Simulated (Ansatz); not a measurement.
BAs in space group P4_2/mmc (No. 131; B on 2c, As on 2e) under volume change, DFT-PBE in the program Ansatz with PAW potentials, shape and atoms relaxed at each volume.

```
V (Å³/atom)  E − E(relaxed) (meV/atom)  P (GPa)
-----------  -------------------------  -------
13.123                            46.0    12.42
13.556                            19.2     7.58
13.988                             4.5     3.44
14.421                             0.0     0.00
14.853                             3.9    -2.81
15.286                            14.9    -5.29
15.719                            32.1    -7.37
```

Problem. What does a third-order Birch–Murnaghan fit give for V₀, B₀ and B′?

Solution. V₀ = 14.43 Å³/atom, B₀ = 105 GPa, B′ = 4.7.

The cell is a constructed one: a structure type filled with these elements; neither database checked (COD, Materials Project) lists it. It is not the phase usual at ambient conditions (space group No. 216). The cell was relaxed with PBE under the symmetry of its start; whether a distortion lowers the energy is not shown.

Potentials: the later of the program's two PAW sets.
